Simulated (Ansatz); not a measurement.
What a trial cell of TiC2N2 relaxes into

These are results of Ansatz, DFT PBE, scalar-relativistic, plane waves, PAW, not measurements. Cutoff 420 eV, Gaussian smearing, Γ-centred meshes. Cell and atoms relax first on a coarse mesh and then on a finer one. In between, the cell is made exact in the group found at 0.06 Å. In metals the finer mesh still leaves noise of several meV/atom or more. The steps can't lower the symmetry of their start. Collinear spin, starting moments Ti 1.0 (×2) μB.

The cell of TiC2N2 is invented: stacked square cyanide-bridged sheets (P4/mmm, No. 123). The dimensions are guesses.

```cif
data_structure
_symmetry_space_group_name_H-M 'P4/mmm'
_symmetry_Int_Tables_number 123
_cell_length_a 7.2662
_cell_length_b 7.2662
_cell_length_c 3.6500
_cell_angle_alpha 90.000
_cell_angle_beta 90.000
_cell_angle_gamma 90.000
_cell_volume 192.71
loop_
_atom_site_label
_atom_site_type_symbol
_atom_site_symmetry_multiplicity
_atom_site_Wyckoff_symbol
_atom_site_fract_x
_atom_site_fract_y
_atom_site_fract_z
_atom_site_occupancy
Ti1 Ti 1 a 0.00000 0.00000 0.00000 1
Ti2 Ti 1 c 0.50000 0.50000 0.00000 1
C1 C 4 j 0.18859 0.81141 0.00000 1
N1 N 4 j 0.30245 0.69755 0.00000 1
```

Formation energies are uncorrected and refer to the elements' standard structures at the same level (N₂ as a molecule).

Problem. What does it relax into?

Solution. The symmetry stays P4/mmm (No. 123). The volume per atom shrinks by 6.0 %, from 19.3 to 18.1 Å³. The shortest distance goes from 1.17 Å (C–N) to 1.18 Å (C–N). The ratio c/a of the conventional cell changes by a factor of 0.83. The energy falls by about 0.15 eV/atom (the start's value is from the coarse mesh). Conventional cell: a = 7.561 Å, c = 3.170 Å. Around Ti on its first site lie 4 C at 2.14 Å; Ti on its second site has 4 N at 2.03 Å; C has 1 N at 1.18 Å and 1 Ti at 2.14 Å; N has 1 C at 1.18 Å and 1 Ti at 2.03 Å.

```
Ti C N
1.0
     7.56123    0.00000    0.00000
     0.00000    7.56123    0.00000
     0.00000    0.00000    3.17015
Ti C N
2 4 4
Direct
  0.00000 0.00000 0.00000
  0.50000 0.50000 0.00000
  0.20017 0.79983 0.00000
  0.79983 0.20017 0.00000
  0.20017 0.20017 0.00000
  0.79983 0.79983 0.00000
  0.31052 0.68948 0.00000
  0.68948 0.31052 0.00000
  0.31052 0.31052 0.00000
  0.68948 0.68948 0.00000
```

Problem. How does it come out in energy, and is it a metal?

Solution.

- Formation energy: +0.19 eV/atom
- Gap on the 6×6×12 mesh of the 10-atom cell: 0 eV (a metal)
- Net moment per atom: 0.16 μB
- Moment by site: Ti 0.7 μB

It can't be a ground state, since the elements alone are lower.

The last run used collinear spin and Gaussian smearing of 0.10 eV. In such compounds of Ti a zero gap at this level may well be an artefact, since no Hubbard U is applied. The reference form of C is held partly by dispersion forces, which this level lacks. The magnetic state reached may not be the lowest. Symmetry constrained the relaxation, so the result can be a saddle point. Site moments count only spheres around the atoms; the net moment includes the space between them.
